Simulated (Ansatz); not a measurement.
Ansatz 0.2.0, vacancy hop by nudged elastic band: Mg$_{2}$Au

Run with:

```bash
ansatz run input.yaml --threads 4 --pin off --max-ram 8192MiB --backend cpu --events-out ev --progress --plain --runs-dir out
```

Input:

```yaml
crystal:
  lattice:
    - [6.13515737, 0.0, 0.0]
    - [0.0, 9.07128274, 0.0]
    - [0.0, 0.0, 8.28456972]
  atoms:
    - { symbol: Mg, position: [0.81358234, 0.12816288, 0.07345856] }
    - { symbol: Mg, position: [0.68284103, 0.3746536, 0.57410945] }
    - { symbol: Mg, position: [0.31358798, 0.12603533, 0.43162015] }
    - { symbol: Mg, position: [0.18392059, 0.37496969, 0.92445967] }
    - { symbol: Au, position: [0.28085644, 0.1251955, 0.10374428] }
    - { symbol: Au, position: [0.21620143, 0.37919584, 0.59911276] }
    - { symbol: Au, position: [0.78117849, 0.12646828, 0.40019068] }
    - { symbol: Mg, position: [0.46865862, 0.12617607, 0.77631924] }
    - { symbol: Mg, position: [0.03358104, 0.37506694, 0.27204208] }
    - { symbol: Mg, position: [0.96486817, 0.12547751, 0.72846995] }
    - { symbol: Mg, position: [0.53315449, 0.37848126, 0.22516287] }
    - { symbol: Mg, position: [0.8132231, 0.62255471, 0.06680765] }
    - { symbol: Mg, position: [0.68692164, 0.87643454, 0.56808649] }
    - { symbol: Mg, position: [0.30648121, 0.62549626, 0.43027294] }
    - { symbol: Mg, position: [0.18938453, 0.87330672, 0.92659425] }
    - { symbol: Au, position: [0.28783922, 0.62580978, 0.10096012] }
    - { symbol: Au, position: [0.21426404, 0.87552806, 0.6005609] }
    - { symbol: Au, position: [0.78339844, 0.62719161, 0.4008991] }
    - { symbol: Au, position: [0.71440612, 0.87491388, 0.9021833] }
    - { symbol: Mg, position: [0.46913978, 0.62485263, 0.77602672] }
    - { symbol: Mg, position: [0.03119669, 0.8749598, 0.27712405] }
    - { symbol: Mg, position: [0.96673265, 0.62512556, 0.72430191] }
    - { symbol: Mg, position: [0.53014019, 0.87747481, 0.22776294] }
kpoints:
  mp_grid: { grid: [2, 2, 2] }
magnetization:
  spin_polarized: false
scf:
  occupations: { method: fermi_dirac, width: 0.05 }
hamiltonian:
  pseudopotentials: { kind: paw }
  xc: lda
basis:
  ecutwfc: 420
neb:
  images: 3
  relax_end_points: true
  climbing: true
  f_tol: 0.1
  max_iterations: 40
  order_check: false
  final_atoms:
    - { symbol: Mg, position: [0.81358234, 0.12816288, 0.07345856] }
    - { symbol: Mg, position: [0.68284103, 0.3746536, 0.57410945] }
    - { symbol: Mg, position: [0.31358798, 0.12603533, 0.43162015] }
    - { symbol: Mg, position: [0.18392059, 0.37496969, 0.92445967] }
    - { symbol: Au, position: [0.28085644, 0.1251955, 0.10374428] }
    - { symbol: Au, position: [0.71272312, 0.37614225, 0.89957245] }
    - { symbol: Au, position: [0.78117849, 0.12646828, 0.40019068] }
    - { symbol: Mg, position: [0.46865862, 0.12617607, 0.77631924] }
    - { symbol: Mg, position: [0.03358104, 0.37506694, 0.27204208] }
    - { symbol: Mg, position: [0.96486817, 0.12547751, 0.72846995] }
    - { symbol: Mg, position: [0.53315449, 0.37848126, 0.22516287] }
    - { symbol: Mg, position: [0.8132231, 0.62255471, 0.06680765] }
    - { symbol: Mg, position: [0.68692164, 0.87643454, 0.56808649] }
    - { symbol: Mg, position: [0.30648121, 0.62549626, 0.43027294] }
    - { symbol: Mg, position: [0.18938453, 0.87330672, 0.92659425] }
    - { symbol: Au, position: [0.28783922, 0.62580978, 0.10096012] }
    - { symbol: Au, position: [0.21426404, 0.87552806, 0.6005609] }
    - { symbol: Au, position: [0.78339844, 0.62719161, 0.4008991] }
    - { symbol: Au, position: [0.71440612, 0.87491388, 0.9021833] }
    - { symbol: Mg, position: [0.46913978, 0.62485263, 0.77602672] }
    - { symbol: Mg, position: [0.03119669, 0.8749598, 0.27712405] }
    - { symbol: Mg, position: [0.96673265, 0.62512556, 0.72430191] }
    - { symbol: Mg, position: [0.53014019, 0.87747481, 0.22776294] }
```

Origin of the cell: a database entry, scaled a little.

The cell is 1×2×1 cells of Mg2Au with one Au taken out; atom 6 (Au) hops into the empty site, 3.93 Å away before the end points are relaxed. All atoms were shaken by about 0.02 Å first.

Output (shortened):

```
Warning: neb: disabling space-group detection — the band's intermediate images generally break the endpoint symmetry, so no spatial operation reduces the k-mesh or symmetrises the density, ex […]
Pseudopotentials: kind: paw
Pseudopotential: Mg, paw, valence charge 10, recommended cutoff 420 eV (normal), Mg.paw.azcp
Pseudopotential: Au, paw, valence charge 19, recommended cutoff 420 eV (normal), Au.paw.azcp
Functional definition: SPW92
  exchange = slater_x
  correlation = pw_c
parallel-image band execution: 3 concurrent image workers
NEB image 0
Crystal: 23 atoms, lattice volume = 461.067 Å³
Basis set: ecut = 420 eV, 9017 PW (Γ)
Bands: 176, of which v1, the nominal top of the filled ones, is band 147 counted from 1 (146 counted from 0)
Symmetry: 1 space group operations
k-points: 8
[… 6 lines left out …]
Initial density: superposition of atomic densities (neutral atoms: chi_scale 0, normalization atom), corrected by the library's trained network
Functional: x = slater, c = lda
SCF iter   1: F=—  HF=-120490.930713 eV  Δρ=6.66e-3  dr2=1.15e-1  defer=64
SCF iter   2: F=—  HF=-120490.859954 eV  Δρ=2.91e-3  dr2=3.96e-2  defer=151
SCF iter   3: F=—  HF=-120490.849291 eV  Δρ=8.54e-4  dr2=8.57e-3  defer=151
[… 3 lines left out …]
SCF iter   7: F=—  HF=-120490.847311 eV  Δρ=8.77e-6  dr2=8.25e-7  defer=151
SCF iter   8: F=—  HF=-120490.847311 eV  Δρ=3.59e-6  dr2=1.55e-7  defer=151
SCF iter   9: F=-120490.847311 eV  HF=-120490.847311 eV  Δρ=1.57e-6  dr2=2.98e-8
NEB iter   1: max|band force component| = 1.090e1 eV/Å  barrier→ = 5.1077 eV  barrier← = 5.1086 eV  Δτ_max = 0.1982 Å  (47 SCF iters)
NEB iter   2: max|band force component| = 1.979e0 eV/Å  barrier→ = 2.0825 eV  barrier← = 2.0834 eV  Δτ_max = 0.1460 Å  (30 SCF iters)
NEB iter   3: max|band force component| = 9.775e-1 eV/Å  barrier→ = 1.7485 eV  barrier← = 1.7494 eV  Δτ_max = 0.1994 Å  (26 SCF iters)
NEB iter   4: max|band force component| = 3.511e-1 eV/Å  barrier→ = 1.5468 eV  barrier← = 1.5477 eV  CI = image 2  Δτ_max = 0.1929 Å  (26 SCF iters)
NEB iter   5: max|band force component| = 1.267e-1 eV/Å  barrier→ = 1.4962 eV  barrier← = 1.4971 eV  CI = image 2  Δτ_max = 0.1196 Å  (25 SCF iters)
NEB iter   6: max|band force component| = 1.334e-1 eV/Å  barrier→ = 1.4743 eV  barrier← = 1.4752 eV  CI = image 2  Δτ_max = 0.0514 Å  (25 SCF iters)
NEB iter   7: max|band force component| = 1.123e-1 eV/Å  barrier→ = 1.4680 eV  barrier← = 1.4689 eV  CI = image 2  Δτ_max = 0.0602 Å  (22 SCF iters)
NEB iter   8: max|band force component| = 3.407e-2 eV/Å  barrier→ = 1.4662 eV  barrier← = 1.4671 eV  CI = image 2  Δτ_max = 0.0000 Å  (23 SCF iters)
--- NEB band (5 images, 8 band iterations, 224 SCF iterations, 84 more in tests of the images' electronic states and relaxations of end points) ---
  forward barrier  = 1.466202 eV
  backward barrier = 1.467058 eV
  lagrangian_above_aufbau_ev (what the smearing adds, to first order; not taken off the barriers): saddle image -0.019899 eV, end points -0.051139 and -0.048029 eV
  climbing image's point = of an order that was not read
  energies are F+E_penalty+E_count in eV, relative to image 0
  image     s (Å)  Δ vs image 0  max|band force component| (eV/Å)
      0    0.0000      0.000000                                 —
      1    1.3133      0.775266                          1.717e-2
  *   2    2.6271      1.466202                          2.958e-2
      3    4.0347      0.552213                          3.407e-2
      4    5.4421     -0.000856                                 —
```

The converged band:

```csv
image,path over all atoms (Å),ΔF (eV),Au x,y,z (Å)
0,0.00,0.000,1.43,3.41,5.12
1,1.31,0.775,2.12,3.41,5.53
2,2.63,1.466,2.97,3.41,6.19
3,4.03,0.552,3.89,3.41,7.03
4,5.44,-0.001,4.49,3.41,7.30
```

Highest image (2), forces in eV/Å:

```xyz
23
Lattice="6.135 0.000 0.000 0.000 9.071 0.000 0.000 0.000 8.285" Properties=species:S:1:pos:R:3:forces:R:3 pbc="T T T" image=2
Mg    5.124    1.116    0.413    0.008    0.010   -0.004
Mg    4.900    3.408    4.515   -0.025    0.000   -0.001
Mg    2.209    1.542    3.950    0.005    0.000   -0.014
Mg    0.593    3.408    7.307    0.006    0.000    0.004
Au    1.585    1.112    1.245    0.019   -0.017   -0.005
Au    2.966    3.408    6.186   -0.021    0.000    0.037
Au    4.801    1.130    3.055    0.000   -0.015   -0.003
Mg    2.654    0.903    6.966   -0.007    0.012    0.006
Mg    0.229    3.408    2.078    0.000    0.000   -0.013
Mg    5.761    0.775    5.650    0.001    0.007   -0.004
Mg    3.204    3.408    1.294   -0.003    0.000    0.020
Mg    5.124    5.701    0.413    0.008   -0.010   -0.004
Mg    3.898    7.944    4.401    0.000    0.000    0.004
Mg    2.209    5.275    3.950    0.004    0.000   -0.014
Mg    0.828    7.944    8.059    0.020    0.000   -0.015
Au    1.585    5.705    1.245    0.019    0.017   -0.005
Au    1.514    7.944    5.390   -0.005    0.000   -0.006
Au    4.801    5.687    3.055    0.000    0.015   -0.003
Au    4.454    7.944    7.163   -0.021    0.000    0.022
Mg    2.654    5.914    6.966   -0.006   -0.012    0.006
Mg    0.426    7.944    2.840    0.006    0.000   -0.003
Mg    5.761    6.042    5.650    0.001   -0.008   -0.004
Mg    3.360    7.944    1.499   -0.008    0.000   -0.001
```

Barrier of this path: 1.47 eV forwards, 1.47 eV backwards, after 8 band iterations.

Caveats: no moments, though an odd count or open d shells may carry them; no spin-orbit coupling, though heavy elements are present; the k mesh is coarse if the cell is a metal; a small cell with a neutral vacancy and no spin, whose shape can make like sites unlike; the cell is held at a rescaled volume, and strain moves barriers; the hop was drawn among near neighbours and need not be the easiest path; few images and a loose tolerance, and neither the top nor the ends were tested for their order.

It ran for 7.9 min on 4 threads of Arm Neoverse V1, with other jobs on the host, peak memory 2.7 GiB, from the program's own first density.
